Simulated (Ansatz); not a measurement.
Sr₃AsN:
```
CELL_PARAMETERS angstrom
      5.04142     0.00000     0.00000
      0.00000     5.04142     0.00000
      0.00000     0.00000     5.04142
ATOMIC_POSITIONS crystal
  Sr 0.00000 0.50000 0.50000
  Sr 0.50000 0.00000 0.50000
  Sr 0.50000 0.50000 0.00000
  As 0.00000 0.00000 0.00000
  N  0.50000 0.50000 0.50000
```

x, y and z are the axes in which the lattice vectors are written.

**Question.** Give the high-frequency dielectric tensor and the Born effective charge tensors of the independent atoms from DFPT, the program Ansatz at the PBEsol level (PAW).

**Answer.** 
ε∞:
```
10.1  0.00  0.00
0.00  10.1  0.00
0.00  0.00  10.1
```
Z* of atom 1 (Sr), rows: field, columns: displacement, in e:
```
2.66  0.00  0.00
0.00  2.63  0.00
0.00  0.00  2.63
```
Z* of atom 4 (As), rows: field, columns: displacement, in e:
```
-3.39   0.00   0.00
 0.00  -3.39   0.00
 0.00   0.00  -3.39
```
Z* of atom 5 (N), rows: field, columns: displacement, in e:
```
-4.54   0.00   0.00
 0.00  -4.54   0.00
 0.00   0.00  -4.54
```

Static charges for comparison (Bader): Sr1 +1.29, As4 -1.95, N5 -1.93 e. Born charges measure polarisation by displacement and can exceed these by far.

Space group Pm-3m (anti-perovskite). The first step of the workflow began from a Materials Project structure, measured or hypothetical; the Crystallography Open Database copy checked does not list it. Its standing as an ambient phase is unchecked. Symmetry was held in the PBEsol relaxation; whether a distortion lowers the energy is not shown. Scalar-relativistic: spin–orbit coupling is off unless named, which matters more the heavier the elements.

Potentials: the later of the program's two PAW sets.
